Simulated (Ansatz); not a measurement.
An elastic tensor (GPa, Voigt order, standard axes) from the program Ansatz at the PBEsol level (PAW):

```csv
,1,2,3,4,5,6
1,632,204,183,0.0,0.0,0.0
2,204,632,183,0.0,0.0,0.0
3,183,183,694,0.0,0.0,0.0
4,0.0,0.0,0.0,179,0.0,0.0
5,0.0,0.0,0.0,0.0,179,0.0
6,0.0,0.0,0.0,0.0,0.0,214
```

Question: Which compound is it?
A) NbIr3, P6_3/mmc (Nb on 2d, Ir on 6h)
B) Ge, P6_3/mmc (Ge on 4e, Ge on 4f)
C) NbSi2, P6_222 (Nb on 3d, Si on 6j)
D) TaSe2, P6_3/mmc (Ta on 2c, Se on 4f)

Answer: A, NbIr3, P6_3/mmc (Nb on 2d, Ir on 6h)

The first step of the workflow began from a Materials Project structure, measured or hypothetical; the Crystallography Open Database copy checked does not list it. COD files the formula under space group No. 221. Its standing as an ambient phase is unchecked. The PBEsol relaxation kept the symmetry of its start; its stability against distortions is not shown here. The run is not spin-polarised. As this level gives no gap, shear constants depend on the k-mesh and smearing (Fermi–Dirac, 0.1 eV here). Scalar-relativistic: spin–orbit coupling is off unless named, which matters more the heavier the elements.

Potentials: the later of the program's two PAW sets.
